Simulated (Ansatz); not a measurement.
Total density of states per atom from PBE in the plane-wave PAW code Ansatz, in 0.25 eV bins, energy from the Fermi level:

(E (eV), states/eV/atom): (-7.85, 0.04); (-7.60, 0.21); (-7.35, 0.28); (-7.10, 0.35); (-6.85, 0.48); (-6.60, 0.36); (-6.35, 0.33); (-6.10, 0.36); (-5.85, 0.30); (-5.60, 0.24); (-5.35, 0.19); (-5.10, 0.16); (-4.85, 0.13); (-4.60, 0.11); (-4.35, 0.10); (-4.10, 0.08); (-3.85, 0.07); (-3.60, 0.13); (-3.35, 0.86); (-3.10, 0.55); (-2.85, 0.73); (-2.60, 0.69); (-2.35, 0.84); (-2.10, 0.81); (-1.85, 0.82); (-1.60, 0.68); (-1.35, 0.63); (-1.10, 0.54); (-0.85, 0.38); (-0.60, 0.25); (-0.35, 0.19); (-0.10, 0.14); (0.15, 0.10); (0.40, 0.15); (0.65, 0.29); (0.90, 0.43); (1.15, 0.65); (1.40, 0.67); (1.65, 0.80); (1.90, 0.61); (2.15, 0.56); (2.40, 0.53); (2.65, 0.58); (2.90, 0.59); (3.15, 0.67); (3.40, 0.90); (3.65, 0.72); (3.90, 0.68); (4.15, 0.68); (4.40, 0.84); (4.65, 0.78)

**Question.** Which compound is it?
A. SnGe, Pmma (Ge on 2e, Ge on 2f, Sn on 2e, Sn on 2f)
B. SnS2, P6_3/mmc (Sn on 2c, S on 4f)
C. TaGe2, I4/mcm (Ge on 8h, Ta on 4a)
D. GeS2, Pnnm (Ge on 2a, S on 4g)

**Answer.** A, SnGe, Pmma (Ge on 2e, Ge on 2f, Sn on 2e, Sn on 2f). Within 0.5 eV of the Fermi level: Sn 5p 51 %, Ge 4p 33 %, Ge 4s 11 %. Projections are on Löwdin-orthogonalised atomic valence shells; empty p or d shells of many metals are not among them.

The start of the workflow was typed in or built on a structure type; neither database checked (COD, Materials Project) lists it. Its standing as an ambient phase is unchecked. Symmetry was held in the PBE relaxation; whether a distortion lowers the energy is not shown. Spin–orbit coupling is left out wherever it is not named.

Potentials: the later of the program's two PAW sets.
